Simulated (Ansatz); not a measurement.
TiTeS:
Space group P3m1 (No. 156); a = b = 3.595 Å, c = 6.364 Å, α = β = 90.00°, γ = 120.00°

```csv
atom,site,symmetry,x,y,z
Ti,1b,3m.,0.3333,0.6667,0.0342
Te,1a,3m.,0.0000,0.0000,0.7413
S,1c,3m.,0.6667,0.3333,0.2245
```

Relaxed with r²SCAN+D4.

Which orbitals make up the states near the Fermi level in plane-wave PAW r²SCAN+D4 (Ansatz code)?

Within 0.5 eV of the Fermi level: Ti 3d 79 %, S 3p 9 %, Te 5p 8 %. Projections are on Löwdin-orthogonalised atomic valence shells; empty p or d shells of many metals are not among them.

Tabulate the density of states.

States/eV per cell of 3 atoms, in 0.25 eV bins, energy from the Fermi level.

```
E (eV)  total  Ti 3d  S 3p  Te 5p
------  -----  -----  ----  -----
-7.85    0.00   0.00  0.00   0.00
-7.60    0.00   0.00  0.00   0.00
-7.35    0.00   0.00  0.00   0.00
-7.10    0.00   0.00  0.00   0.00
-6.85    0.00   0.00  0.00   0.00
-6.60    0.00   0.00  0.00   0.00
-6.35    0.00   0.00  0.00   0.00
-6.10    0.00   0.00  0.00   0.00
-5.85    0.38   0.05  0.15   0.12
-5.60    1.21   0.16  0.54   0.33
-5.35    1.77   0.24  0.93   0.37
-5.10    3.00   0.42  1.70   0.58
-4.85    3.33   0.43  1.49   1.18
-4.60    2.33   0.29  0.91   0.95
-4.35    2.31   0.34  1.13   0.61
-4.10    2.23   0.42  1.32   0.30
-3.85    2.73   0.57  1.62   0.42
-3.60    6.60   1.94  3.88   0.64
-3.35    3.17   0.62  1.42   1.02
-3.10    1.00   0.20  0.31   0.45
-2.85    0.83   0.16  0.18   0.44
-2.60    1.83   0.37  0.32   1.04
-2.35    2.78   0.53  0.45   1.64
-2.10    2.71   0.46  0.51   1.59
-1.85    2.25   0.40  0.44   1.29
-1.60    1.87   0.41  0.31   1.05
-1.35    1.94   0.49  0.27   1.10
-1.10    1.52   0.51  0.15   0.80
-0.85    0.80   0.38  0.05   0.33
-0.60    0.56   0.32  0.04   0.19
-0.35    0.42   0.27  0.03   0.11
-0.10    0.46   0.34  0.04   0.06
0.15     2.13   1.66  0.25   0.11
0.40     4.54   3.67  0.35   0.34
0.65     1.20   0.92  0.08   0.17
0.90     1.60   1.14  0.10   0.31
1.15     7.78   6.26  0.36   0.99
1.40     5.57   4.36  0.33   0.73
1.65     1.11   0.70  0.13   0.25
1.90     0.00   0.00  0.00   0.00
2.15     1.51   1.03  0.25   0.09
2.40     2.99   1.87  0.54   0.30
2.65     2.95   1.67  0.52   0.47
2.90     4.63   2.47  0.76   0.99
3.15     3.32   1.70  0.52   0.79
3.40     0.60   0.28  0.10   0.18
3.65     0.00   0.00  0.00   0.00
3.90     0.00   0.00  0.00   0.00
4.15     0.00   0.00  0.00   0.00
4.40     0.00   0.00  0.00   0.00
4.65     0.00   0.00  0.00   0.00
```

The first step of the workflow began from a Materials Project structure, measured or hypothetical; the Crystallography Open Database copy checked does not list it. Its standing as an ambient phase is unchecked. The cell was relaxed with r²SCAN+D4 under the symmetry of its start; whether a distortion lowers the energy is not shown. No spin polarisation was allowed. Spin–orbit coupling is left out wherever it is not named.

Potentials: the later of the program's two PAW sets.
